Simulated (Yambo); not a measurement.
Yambo run on BaHI (space group P4/nmm, No. 129). The wavefunctions are LDA (Quantum ESPRESSO, PseudoDojo norm-conserving, 74 Ry, scalar-relativistic) ones on a 2×2×2 mesh (18 occupied bands); a = b = 4.7758 Å, c = 7.8002 Å, α = β = γ = 90.00°.

Yambo input:

```
rim_cut
HF_and_locXC
RandQpts= 1000000
RandGvec= 1 Ry
EXXRLvcs= 74 Ry
VXCRLvcs= 296 Ry
% QPkrange
 1 | 1 | 18 | 19 |
 2 | 2 | 18 | 19 |
%
```

k points by index: 1 = Γ, 2 = Z.

Resulting energies as the program prints them:

```
#    K-point    Band    Eo [eV]    Ehf [eV]    Vxc [eV]    Vnlxc [eV]
#
    1    18    -0.992480    -3.772807    -10.31177    -13.09209
    1    19    3.009392    7.489136    -8.714260    -4.234516
    2    18    0.000000    -2.683747    -11.24946    -13.93320
    2    19    2.604608    6.846037    -8.305238    -4.063809
```
Exchange alone, without screening.

Spin-orbit coupling is not included.

Geometry of the Materials Project entry, not relaxed at this level.
